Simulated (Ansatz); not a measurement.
**TaV2, first-principles data**

TaV2:
Space group Fd-3m, origin choice 1 (No. 227); a = 7.101 Å, b = 7.101 Å, c = 7.101 Å, α = 90.00°, β = 90.00°, γ = 90.00°

```tsv
atom	site	symmetry	x	y	z
Ta	8a	-43m	0.0000	0.0000	0.0000
V	16d	.-3m	0.6250	0.6250	0.6250
```
(The calculation used a cell of 6 atoms; values per cell refer to that cell.)

Space group Fd-3m (No. 227), cubic Laves (MgCu2 type); conventional cell a = 7.101 Å, b = 7.101 Å, c = 7.101 Å, α = 90.00°, β = 90.00°, γ = 90.00°.

Method: r²SCAN in the plane-wave PAW code Ansatz. The cell and atoms are relaxed at this level. Other levels are named where they apply.

**Cell and energy**

```yaml
volume_per_atom: 14.92 Å³
density: 10.50 g/cm³
Formation energy from the elements (no fitted shifts): -0.12 eV/atom
```

**Electronic structure**

```yaml
electronic_character: metallic (no gap)
Density of states at the Fermi level: 1.8 states/eV per atom (mean over ±0.08 eV)
Gap with spin–orbit coupling: none (metallic)
```

**Magnetism**

```yaml
magnetic_order: non-magnetic (starting moments vanished)
```

**Mechanics**

```yaml
Bulk modulus (Birch–Murnaghan fit): 206 GPa
Pressure derivative B′: 3.9
```

**Charges**

```yaml
bader_charges: Ta +0.20, V -0.10 e
```

The workflow started from an entry of the Crystallography Open Database (COD). Whether it is the stable phase at ambient conditions was not checked. The r²SCAN relaxation kept the symmetry of its start; its stability against distortions is not shown here. The workflow began spin-polarised and lost its moments. The references are the lowest solids computed at this level, not always the standard phases. Scalar-relativistic: spin–orbit coupling is off unless named, which matters more the heavier the elements.

Potentials: the later of the program's two PAW sets.
